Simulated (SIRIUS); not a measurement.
Consider a self-consistent single point of YGe (P2_1/m, 4 atoms in the cell; from Materials Project mp-9971, changed as shown).

```
CELL_PARAMETERS angstrom
      2.14128    -5.36220     0.00000
      2.18411     5.46944     0.00000
      0.00000     0.00000     3.95460
ATOMIC_POSITIONS crystal
  Y  0.13861 0.86139 0.25000
  Y  0.86139 0.13861 0.75000
  Ge 0.41562 0.58438 0.25000
  Ge 0.58438 0.41562 0.75000
```

Level of theory: LDA (PW92), PseudoDojo 0.4 standard norm-conserving LDA (tails mended) pseudopotentials (plane waves; SIRIUS).

SIRIUS settings:

```
key                                                                                                           value
--------------------------------------  ---------------------------------------------------------------------------
parameters.ngridk                                                                                             5 5 5
parameters.xc_functionals                                                                   [XC_LDA_X, XC_LDA_C_PW]
parameters.gk_cutoff                                                                                   8.832 1/bohr
parameters.pw_cutoff                                                                                  17.664 1/bohr
parameters.smearing                                                                                     fermi_dirac
parameters.smearing_width                                                                             0.00367493 Ha
potentials                              PseudoDojo 0.4 standard norm-conserving LDA (tails mended) pseudopotentials
parameters.electronic_structure_method                                                              pseudopotential
parameters.num_bands                                                                                             30
parameters.num_mag_dims                                                                                           0
parameters.num_dft_iter                                                                                         100
parameters.energy_tol                                                                                      1e-07 Ha
parameters.density_tol                                                                                        1e-06
mixer.type                                                                                                 anderson
mixer.beta                                                                                                      0.7
mixer.use_hartree                                                                                             false
```

Results:

- Number of valence electrons = 50
- Number of bands = 30
- Number of k-points after the program's reduction = 39
- Number of plane waves (most at a k-point) = 7306
- Number of SCF iterations = 25
- FFT grid = 64 × 72 × 45
- Free energy E − TS = -7083.8976 eV
- Fermi level (on the code's own zero) = 11.48 eV
- Pressure = -5.99 GPa
- Largest force (vector length) = 0.099 eV/Å

Forces (eV/Å):
```
atom      Fx      Fy     Fz
----  ------  ------  -----
Y1     0.038   0.092  0.000
Y2    -0.038  -0.092  0.000
Ge3    0.029   0.003  0.000
Ge4   -0.029  -0.003  0.000
```

Stress (GPa, positive for compression):
```
-6.53  -1.30   0.00
-1.30  -6.71   0.00
 0.00   0.00  -4.73
```

For comparison: a first run was changed to give this one (lattice vector b scaled by 1.02), and from it to this one the free energy rises by 19.2 meV/atom, the pressure goes from -4.67 to -5.99 GPa and the largest force goes from 0.085 to 0.099 eV/Å.

The structure comes from a collection of computed structures, made at another level of theory; the collection holds predicted forms beside known ones. No clean gap shows at this smearing width and mesh (spacing up to 0.32 Å⁻¹); the mesh is coarse for partly filled bands, so the values carry mesh errors.

Cost on one core: roughly 4 core-minutes.

“Tails mended”: in these copies of the files the far tail of each local potential was reset to the Coulomb form.
